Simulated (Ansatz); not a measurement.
Cell and atoms are relaxed with the symmetry kept. Start:

```cif
data_structure
_symmetry_space_group_name_H-M 'P 1'
_symmetry_Int_Tables_number 1
_cell_length_a 5.2538
_cell_length_b 5.2538
_cell_length_c 5.2538
_cell_angle_alpha 60.000
_cell_angle_beta 60.000
_cell_angle_gamma 60.000
_cell_volume 102.54
loop_
_atom_site_label
_atom_site_type_symbol
_atom_site_fract_x
_atom_site_fract_y
_atom_site_fract_z
_atom_site_occupancy
Zr1 Zr 0.00000 0.00000 0.00000 1
Zr2 Zr 0.25000 0.25000 0.25000 1
V1 V 0.62500 0.62500 0.62500 1
V2 V 0.12500 0.62500 0.62500 1
V3 V 0.62500 0.62500 0.12500 1
V4 V 0.62500 0.12500 0.62500 1
```

These are results of Ansatz 0.2.0, DFT r2SCAN, scalar-relativistic, plane waves, PAW, not measurements.

Settings: cutoff 500 eV, Γ-centred mesh 8×8×8 on the computed 6-atom cell, Gaussian smearing of 0.10 eV; collinear spin from starting moments -0.18 -0.18 0.98 0.98 0.98 0.98 μB.

Problem. What does it relax to?

Solution. The volume goes up by 0.08 Å³/atom to 17.17 Å³/atom, and the energy falls by 0.1 meV/atom. The cell ends with a moment of 4.09 μB (only this magnetic start was tried). Final structure:
```
Zr V
1.0
     0.00000    3.72061    3.72061
     3.72061    0.00000    3.72061
     3.72061    3.72061    0.00000
Zr V
2 4
Direct
  0.00000 0.00000 0.00000
  0.25000 0.25000 0.25000
  0.62500 0.62500 0.62500
  0.12500 0.62500 0.62500
  0.62500 0.62500 0.12500
  0.62500 0.12500 0.62500
```

The state reached may not be the lowest one.